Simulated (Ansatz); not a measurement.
This run works on a proposed trial structure, not on a known crystal.

Input and command of a plane-wave DFT calculation in Ansatz:

```yaml
crystal:
  lattice:
    - [-5.005, 5.005, 2.555]
    - [5.005, -5.005, 2.555]
    - [5.005, 5.005, -2.555]
  atoms:
    - { symbol: Sc, position: [0.4068, 0.9068, 0.3136] }
    - { symbol: Sc, position: [0.5932, 0.0932, 0.6864] }
    - { symbol: Sc, position: [0.9068, 0.5932, 0.5] }
    - { symbol: Sc, position: [0.0932, 0.4068, 0.5] }
    - { symbol: Sc, position: [0.7859, 0.8979, 0.6838] }
    - { symbol: Sc, position: [0.6021, 0.7141, 0.3162] }
    - { symbol: Sc, position: [0.2141, 0.1021, 0.3162] }
    - { symbol: Sc, position: [0.3979, 0.2859, 0.6838] }
    - { symbol: Sc, position: [0.8979, 0.2141, 0.112] }
    - { symbol: Sc, position: [0.7141, 0.3979, 0.112] }
    - { symbol: Sc, position: [0.1021, 0.7859, 0.888] }
    - { symbol: Sc, position: [0.2859, 0.6021, 0.888] }
    - { symbol: As, position: [0.25, 0.25, 0.0] }
    - { symbol: As, position: [0.75, 0.75, 0.0] }
basis:
  ecutwfc: 420
kpoints:
  mp_grid: { grid: [4, 4, 4] }
hamiltonian:
  xc: pbe
scf:
  occupations: { method: gaussian, width: 0.2 }
  lower_state_search: "off"
output:
  forces: true
  stress: true
  eigenvalues: true
relax:
  adjacent_minimum: "off"
  f_tol: 0.08
  max_steps: 16
  cell: { stress_tol: 0.8 }
```

```bash
ansatz run input.yaml --threads 1 --pin off --max-ram 2560MiB --backend cpu --events-out ev --progress --plain --runs-dir out
```

Processor: Intel(R) Xeon(R) Processor @ 2.70GHz, 1 thread, on a host shared with other jobs.

**Question.** Estimate time, memory and problem size.

**Answer.** About 2.8 min, peak memory 0.86 GiB. It solves 98 bands at 13 k points (after reduction by symmetry) with about 6457 plane waves (on the last cell), in 46 SCF iterations over 6 ionic steps.
